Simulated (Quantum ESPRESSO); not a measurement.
```cif
data_S2Sn
_chemical_formula_sum 'S2 Sn1'
_space_group_name_H-M_alt 'P-3m1'
_space_group_IT_number 164
_space_group_name_Hall '-P 3 2"'
_cell_length_a 3.67071
_cell_length_b 3.67071
_cell_length_c 5.79931
_cell_angle_alpha 90.000
_cell_angle_beta 90.000
_cell_angle_gamma 120.000
loop_
_atom_site_label
_atom_site_type_symbol
_atom_site_symmetry_multiplicity
_atom_site_Wyckoff_symbol
_atom_site_fract_x
_atom_site_fract_y
_atom_site_fract_z
_atom_site_occupancy
S1 S 2 d 0.33333 0.66667 0.25473 1
Sn1 Sn 1 a 0.00000 0.00000 0.00000 1
```

Cell and atoms were relaxed with PBE+D3(BJ) from Materials Project entry mp-1170, within its symmetry.

Task: What does PBEsol (pw.x of Quantum ESPRESSO, ONCV potentials, no spin-orbit coupling) give for the electronic structure near the Fermi level?

Result: The PBEsol gap is indirect, 1.17 eV, from 82 % of the way from K to Γ to 40 % of the way from L to M; the smallest direct gap is 1.58 eV. Another valence extremum on the path lies within 0.02 eV, too close to call. Spin-orbit splittings are left out.
